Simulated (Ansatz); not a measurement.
Sr2MnO4:
```yaml
crystal:
  lattice:
    - [2.65121, -6.21026, 0.00000]
    - [2.65121, 6.21026, 0.00000]
    - [0.00000, 0.00000, 5.30184]
  atoms:
    - { symbol: Sr, position: [0.35554, 0.64446, 0.00000] }
    - { symbol: Sr, position: [0.64446, 0.35554, 0.00000] }
    - { symbol: Mn, position: [0.00000, 0.00000, 0.00000], spin: 2.5 }
    - { symbol: O, position: [0.25000, 0.25000, 0.75000] }
    - { symbol: O, position: [0.75000, 0.75000, 0.75000] }
    - { symbol: O, position: [0.15610, 0.84390, 0.00000], spin: 0.0 }
    - { symbol: O, position: [0.84390, 0.15610, 0.00000], spin: 0.0 }
    - { symbol: Sr, position: [0.85554, 0.14446, 0.50000] }
    - { symbol: Sr, position: [0.14446, 0.85554, 0.50000] }
    - { symbol: Mn, position: [0.50000, 0.50000, 0.50000], spin: -2.5 }
    - { symbol: O, position: [0.75000, 0.75000, 0.25000] }
    - { symbol: O, position: [0.25000, 0.25000, 0.25000] }
    - { symbol: O, position: [0.65610, 0.34390, 0.50000], spin: 0.0 }
    - { symbol: O, position: [0.34390, 0.65610, 0.50000], spin: 0.0 }
```

Relaxed with PBEsol.

Map the electron localisation function on the plane through (0.356, 0.644, 0.000) spanned by u = [0, 0, 1] and v = [1, -1, 0] in lattice vectors, from the program Ansatz at the PBEsol level (PAW).

x is the fraction of u, y of v (the angle between them is 90°; rows are the nearest grid lines); atoms in the plane: Sr at (0.00, 0.00), Sr at (0.00, 0.29), Mn at (0.00, 0.64), O at (0.00, 0.80), O at (0.00, 0.49), Sr at (0.50, 0.50), Sr at (0.50, 0.79), Mn at (0.50, 0.14), O at (0.50, 0.30), O at (0.50, 0.99).
```
|  *@@#. -#@%#--#%@#- .#@@*  |
|@@@@%-  -#%@@%%@@%#-  -%@@@@|
|##*=:   :=*######*=:   :=*##|
|+==--.    .:----:.    .--==+|
|*#@@%*. -#@@%##%@@#- .*%@@#*|
|*#%%#=. =%@%=  =%@%= .=#%%#*|
|%%%#+:  :*@@@%%@@@*:  :+#%%%|
|--:..      .=++=.      ..:--|
|@@%*:.                .:*%@@|
|++=-.       ....       .-=++|
|.....     :+%%%%+:     .....|
|%%%%#-  -%@@#==#@@%-  -#%%%%|
|=*%@%*. -%@@#==#@@%- .*%@%*=|
|###*+-.  .-+####+-.  .-+*###|
|....                    ....|
|@@@%*:  -*%%%%%%%%*-  :*%@@@|
| .*@@#. -#@@*--*@@#- .#@@*. |
|%%@@%=  .-*#%%%%#*-.  =%@@%%|
|@@@#-    .::----::.    -#@@@|
|         .-*#%%#*-.         |
|         .=*%@@%*=.         |
|%%#=.    ..........    .=#%%|
|@@@@#:   :=+####+=:   :#@@@@|
|  *@@#. -#@%#--#%@#- .#@@*  |
```
Scale: ten equal steps from 0.007 (start of ' ') to 0.900 (end of '@'), in the order ' .:-=+*#%@'; x runs from 0.000 to 1.00, y from 0.000 (bottom) to 1.00 (top).

The density is the valence pseudo-density with augmentation charge, so density and ELF within about 1 Å of a nucleus are not all-electron values.

Space group I4/mmm. The workflow started from an entry of the Crystallography Open Database (COD). Its standing as an ambient phase is unchecked. The cell was relaxed with PBEsol under the symmetry of its start, as lowered by the spin order; its stability against distortions is not shown here. The final state is antiferromagnetic, chosen from 5 collinear starts compared on coarse meshes (ties went to the first, and starts can fall back to one state), not a proven ground state. No Hubbard U is applied.

Potentials: the later of the program's two PAW sets.
